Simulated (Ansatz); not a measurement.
The start is a relaxed SnO2 cell, doubled along one cell vector, shaken by Gaussian noise of σ = 0.08 Å a coordinate. The structure is fully relaxed (lattice and positions, P = 0) with r2SCAN (plane waves to 500 eV, PAW, scalar-relativistic; Ansatz, an electronic-structure program). The first steps use a coarse 5×3×7 k-mesh.

Input geometry:
```
CELL_PARAMETERS angstrom
      4.75971     0.00000     0.00000
      0.00000     9.51942     0.00000
      0.00000     0.00000     3.20097
ATOMIC_POSITIONS crystal
  Sn 0.53033 0.24880 0.48479
  Sn 0.51398 0.74402 0.51376
  Sn 0.99903 0.00066 0.99297
  Sn 0.00985 0.50943 0.95545
  O  0.79846 0.41389 0.52628
  O  0.81423 0.90105 0.49389
  O  0.31358 0.35072 0.99999
  O  0.30073 0.83979 0.02392
  O  0.70331 0.15917 0.00203
  O  0.68614 0.64592 0.03778
  O  0.21831 0.10438 0.47553
  O  0.23383 0.58195 0.47158
```

Q: By how much does the energy per atom fall from start to end?

A: 98 meV/atom.

Q: Is the parent structure recovered?

A: It relaxes back to the parent, P4₂/mnm (No. 136).

Q: How do the shortest distances between atoms change?

A: The closest pairs of elements (up to four, under 3.6 Å), start → end: O–Sn 1.93 → 2.06 Å; O–O 2.60 → 2.61 Å; Sn–Sn 3.20 → 3.20 Å.

Q: What band gap does the relaxed structure have at this level?

A: 1.77 eV, direct at Γ (no spin-orbit coupling).

The end point of the relaxation:

```cif
data_O4Sn2
_chemical_formula_sum 'Sn2 O4'
_space_group_name_H-M_alt 'P42/mnm'
_space_group_IT_number 136
_space_group_name_Hall '-P 4n 2n'
_cell_length_a 4.75998
_cell_length_b 4.75998
_cell_length_c 3.20074
_cell_angle_alpha 90.000
_cell_angle_beta 90.000
_cell_angle_gamma 90.000
loop_
_atom_site_label
_atom_site_type_symbol
_atom_site_symmetry_multiplicity
_atom_site_Wyckoff_symbol
_atom_site_fract_x
_atom_site_fract_y
_atom_site_fract_z
_atom_site_occupancy
Sn1 Sn 2 a 0.00000 0.00000 0.00000 1
O1 O 4 f 0.30591 0.30591 0.00000 1
```

Final values are on a 7×7×10 k-mesh of the relaxed cell. No spin polarisation in the result.
